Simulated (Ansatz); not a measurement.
Theory: DFT PBE, scalar-relativistic, plane waves, PAW (Ansatz). Cutoff 420 eV, Γ-centred meshes of about 0.25 Å⁻¹ or finer for metals and 0.3 Å⁻¹ for insulators (2π included), Gaussian smearing. No spin polarisation.

Relaxed forms of Sn2PbO3:

Cell 1.

```
CELL_PARAMETERS angstrom
3.96624 0.00000 0.00000
0.00000 11.61618 0.00000
0.00000 0.00000 5.21920
ATOMIC_POSITIONS crystal
Sn 0.00000 0.83657 0.20656
Sn 0.50000 0.66343 0.79344
Sn 0.00000 0.16343 0.20656
Sn 0.50000 0.33657 0.79344
Pb 0.00000 0.50000 0.26152
Pb 0.50000 0.00000 0.73848
O 0.50000 0.50000 0.01519
O 0.00000 0.67165 0.99938
O 0.50000 0.82835 0.00063
O 0.00000 0.00000 0.98481
O 0.00000 0.32836 0.99938
O 0.50000 0.17164 0.00063
```

Cell 2.

```
CELL_PARAMETERS angstrom
3.92441 0.00000 0.00000
0.00000 3.92441 0.00000
0.00000 0.00000 15.87440
ATOMIC_POSITIONS crystal
Sn 0.50000 0.00000 0.58747
Sn 0.50000 0.00000 0.92799
Sn 0.00000 0.50000 0.07201
Sn 0.00000 0.50000 0.41253
Pb 0.00000 0.50000 0.73745
Pb 0.50000 0.00000 0.26255
O 0.50000 0.50000 0.65892
O 0.00000 0.00000 0.65892
O 0.50000 0.50000 0.00000
O 0.00000 0.00000 0.00000
O 0.00000 0.00000 0.34108
O 0.50000 0.50000 0.34108
```

Task: How do gap and energy differ between these forms?

Result: Gaps on the mesh: 0.94 eV for cell 1, 0.68 eV for cell 2. Lowest in energy is cell 1; cell 2 lies 26 meV/atom higher. The lowest form also has the widest gap. Counting O atoms around Pb and Sn (those within 1.25 times the shortest such distance or 1.15 times the sum of covalent radii, 1.27 where that leaves under three): cell 1 (Pmmn, 20.0 Å³/atom) has Sn 4, Pb 4; cell 2 (P4/nmm, 20.4 Å³/atom) has Sn 4, Pb 4.

Gaps are read on each cell's k mesh and can be smaller between its points; Kohn–Sham gaps at this level usually fall short of measured ones. The missing spin–orbit coupling can work the other way here. Weakly bound directions are ill-defined at this level, which has no dispersion term (Pmmn, P4/nmm), and this can change margins and order among such cells. These runs have no spin–orbit coupling, which can matter for Pb. With atoms moved at random, cell 1 came back. Cell 2 had no clear such test and can be a saddle point. Some types were kept out of the candidates beforehand, so the set may lack a known form.
